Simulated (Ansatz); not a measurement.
BeS:
```yaml
crystal:
  lattice:
    - [0.00000, 2.43797, 2.43797]
    - [2.43797, 0.00000, 2.43797]
    - [2.43797, 2.43797, 0.00000]
  atoms:
    - { symbol: S, position: [0.75000, 0.75000, 0.75000] }
    - { symbol: Be, position: [0.00000, 0.00000, 0.00000] }
```

Cartesian axes are those of the cell as given.

Question: Give the high-frequency dielectric tensor and the Born effective charge tensors of the independent atoms from DFPT, PBE in the plane-wave PAW code Ansatz.

Answer: 
ε∞:
```
5.25  0.00  0.00
0.00  5.25  0.00
0.00  0.00  5.25
```
Z* of atom 1 (S), rows: field, columns: displacement, in e:
```
-1.62   0.00   0.00
 0.00  -1.62   0.00
 0.00   0.00  -1.62
```
Z* of atom 2 (Be), rows: field, columns: displacement, in e:
```
1.62  0.00  0.00
0.00  1.62  0.00
0.00  0.00  1.62
```

Static charges for comparison (Bader): S1 -1.62, Be2 +1.62 e. Born charges measure polarisation by displacement and can exceed these by far.

Space group F-43m (zinc blende). Symmetry was held in the PBE relaxation.

Potentials: the later of the program's two PAW sets.
